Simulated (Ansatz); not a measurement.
HfO₂:
```xyz
3
Lattice="0.0000 2.5488 2.5488 2.5488 0.0000 2.5488 2.5488 2.5488 0.0000" Properties=species:S:1:pos:R:3 pbc="T T T"
Hf     0.0000     0.0000     0.0000
O      1.2744     1.2744     1.2744
O      3.8232     3.8232     3.8232
```

Relaxed with PBE.

### Question
Tabulate the valence density and the electron localisation function along the shortest Hf–O contact (2.21 Å), PBE (plane waves, PAW; program Ansatz).

### Answer


| distance from Hf (Å) | density (e/Å³) | ELF |
|---|---|---|
| 0.22 | 28.76 | 0.80 |
| 0.33 | 22.15 | 0.84 |
| 0.44 | 15.35 | 0.85 |
| 0.55 | 9.59 | 0.84 |
| 0.66 | 5.43 | 0.78 |
| 0.77 | 2.84 | 0.62 |
| 0.88 | 1.44 | 0.39 |
| 0.99 | 0.79 | 0.21 |
| 1.10 | 0.56 | 0.17 |
| 1.21 | 0.55 | 0.30 |
| 1.32 | 0.70 | 0.56 |
| 1.43 | 1.01 | 0.77 |
| 1.55 | 1.57 | 0.84 |
| 1.66 | 2.55 | 0.83 |
| 1.77 | 3.96 | 0.78 |
| 1.88 | 5.48 | 0.66 |
| 1.99 | 6.72 | 0.46 |

The density is the valence pseudo-density with augmentation charge, so density and ELF within about 1 Å of a nucleus are not all-electron values.

Space group Fm-3m (fluorite). This is a known high-temperature phase of the composition, computed here at zero pressure and temperature. The PBE relaxation kept the symmetry of its start. At this level the phase is dynamically unstable (imaginary phonons). The run is not spin-polarised. Scalar-relativistic: spin–orbit coupling is off unless named, which matters more the heavier the elements.

Potentials: the later of the program's two PAW sets.
